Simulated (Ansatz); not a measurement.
C:
```
CELL_PARAMETERS angstrom
      2.45577     0.00000     0.00000
     -1.22789     2.12676     0.00000
      0.00000     0.00000     7.07859
ATOMIC_POSITIONS crystal
  C  0.00000 0.00000 0.25000
  C  0.00000 0.00000 0.75000
  C  0.33333 0.66667 0.25000
  C  0.66667 0.33333 0.75000
```

Relaxed with r²SCAN. Special points in fractions of this cell's reciprocal vectors: Γ (0.000, 0.000, 0.000); M (0.500, 0.000, 0.000); K (0.333, 0.333, 0.000); A (0.000, 0.000, 0.500); L (0.500, 0.000, 0.500); H (0.333, 0.333, 0.500).

Q: List the band energies nearest the Fermi level at these points for plane-wave PAW r²SCAN (Ansatz code).

A: In eV from the Fermi level; about four levels below and three above (degenerate sets whole), none deeper than 8.9 eV; … stands for higher levels left out; points with the same levels are listed once.

| k | below | above |
|---|---|---|
| Γ | -3.28 -3.28 -3.27 -3.27 | 3.92 8.71 8.71 |
| M | -6.90 -6.87 -2.87 -2.34 | 1.56 2.16 7.60 |
| K | -0.52 -0.05 -0.05 | 0.51 11.34 11.34 |
| A | -3.28 -3.28 -3.28 -3.28 | 6.29 6.29 … |
| L | -6.88 -6.88 -2.57 -2.57 | 1.73 1.73 7.73 7.73 |
| H | -0.04 -0.04 -0.03 -0.03 | 10.55 10.55 … |

Space group P6_3/mmc (graphite). The r²SCAN relaxation kept the symmetry of its start. A crystal of weakly bound layers computed without a dispersion correction: the cell and the soft elastic constants depend strongly on that. The Fermi level of a semimetal is unsure by some 0.05 eV on such meshes.

Potentials: the later of the program's two PAW sets.
